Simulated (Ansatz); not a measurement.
GaPt in space group P2_13 (No. 198; Ga on 4a, Pt on 4a), r²SCAN (plane waves, PAW; program Ansatz), all energies at zero smearing, with the estimated change up to a 700 eV cutoff added, with one set of potentials and settings (totals compare only within such a set). Cell of 8 atoms (4 Ga, 4 Pt): -65319.517 eV.

```json
[
 {"element": "Ga", "reference phase": "Cmce, 4 atoms in the cell", "E (eV/atom)": "-3790.2722"},
 {"element": "Pt", "reference phase": "Fm-3m, 1 atoms in the cell", "E (eV/atom)": "-12538.2501"}
]
```

Formation energy per atom, worked out: (-65319.517 − 4×(-3790.2722) − 4×(-12538.2501))/8 = -0.678 eV/atom (-65 kJ per mol of atoms), at 0 K, without zero-point energy or fitted corrections.

The first step of the workflow began from a Materials Project structure, measured or hypothetical; the Crystallography Open Database copy checked does not list it. With Ga and Pt taken as one species the cell has the higher symmetry Pa-3, so it may be an ordered model of a mixed-site phase. Whether it is the stable phase at ambient conditions was not checked. Symmetry was held in the r²SCAN relaxation; whether a distortion lowers the energy is not shown. The run is not spin-polarised. The references are the lowest solids computed at this level, not always the standard phases. Spin–orbit coupling is left out wherever it is not named.

Potentials: the earlier of the program's two PAW sets.
